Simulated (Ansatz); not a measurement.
## Where the states of LuC₂ lie

Space group I4/mmm (No. 139). a = 3.566 Å, b = 3.566 Å, c = 6.058 Å, α = 90.00°, β = 90.00°, γ = 90.00°
| atom | site | symmetry | x | y | z |
| --- | --- | --- | --- | --- | --- |
| Lu | 2a | 4/mmm | 0.0000 | 0.0000 | 0.0000 |
| C | 4e | 4mm | 0.5000 | 0.5000 | 0.1079 |

The runs use the primitive cell with vectors (-1.783, 1.783, 3.029), (1.783, -1.783, 3.029), (1.783, 1.783, -3.029) Å, to which the k mesh refers.

The cell is the one relaxed in the Materials Project (mp-8371), not relaxed further here; entries there can be hypothetical.

No spin–orbit coupling, which matters for the heavy atoms here.

Theory: DFT, LDA, all-electron LAPW, scalar-relativistic (Ansatz 0.2.0).

Numerical set-up: a Γ-centred 14×14×14 k mesh, Fermi–Dirac smearing of 0.08 eV, basis error target 1 meV/atom, no spin polarisation.

States per eV and cell, averaged over 0.6 eV, from -5.8 to 3.0 eV, with energies (bin centres) from the Fermi level; empty bins are left out. The partial columns, the largest 3 alone, are projections on Löwdin-orthogonalised atomic shells (those that the program's projection atoms carry: the occupied ones and, for some elements, an empty d or f shell; other empty shells have no column), summed over atoms of an element. Weights on diffuse s and p shells depend on that basis and aren't pure angular character.

```json
{"E (eV)": "-5.6", "total": "3.34", "Lu 4f": "1.25", "C 2p": "1.48", "Lu 5d": "0.28"}
{"E (eV)": "-5.0", "total": "22.72", "Lu 4f": "20.60", "C 2p": "1.59", "Lu 5d": "0.39"}
{"E (eV)": "-4.4", "total": "2.68", "Lu 4f": "0.92", "C 2p": "1.29", "Lu 5d": "0.33"}
{"E (eV)": "-3.8", "total": "1.87", "Lu 4f": "0.24", "C 2p": "1.15", "Lu 5d": "0.29"}
{"E (eV)": "-3.2", "total": "1.66", "Lu 4f": "0.10", "C 2p": "1.07", "Lu 5d": "0.23"}
{"E (eV)": "-2.6", "total": "0.54", "Lu 4f": "0.02", "C 2p": "0.33", "Lu 5d": "0.12"}
{"E (eV)": "-2.0", "total": "0.20", "Lu 4f": "0.00", "C 2p": "0.09", "Lu 5d": "0.10"}
{"E (eV)": "-1.4", "total": "0.31", "Lu 4f": "0.00", "C 2p": "0.14", "Lu 5d": "0.14"}
{"E (eV)": "-0.8", "total": "0.48", "Lu 4f": "0.01", "C 2p": "0.22", "Lu 5d": "0.23"}
{"E (eV)": "-0.2", "total": "0.67", "Lu 4f": "0.01", "C 2p": "0.29", "Lu 5d": "0.34"}
{"E (eV)": "0.4", "total": "0.83", "Lu 4f": "0.01", "C 2p": "0.35", "Lu 5d": "0.43"}
{"E (eV)": "1.0", "total": "0.97", "Lu 4f": "0.01", "C 2p": "0.42", "Lu 5d": "0.48"}
{"E (eV)": "1.6", "total": "1.14", "Lu 4f": "0.01", "C 2p": "0.54", "Lu 5d": "0.52"}
{"E (eV)": "2.2", "total": "1.27", "Lu 4f": "0.01", "C 2p": "0.67", "Lu 5d": "0.51"}
{"E (eV)": "2.8", "total": "1.47", "Lu 4f": "0.00", "C 2p": "0.81", "Lu 5d": "0.56"}
```

(1) Where is the centre of the filled Lu 4f states between -14 eV and the top of the filled states?

Results:

(1) -5.00 eV from the Fermi level.
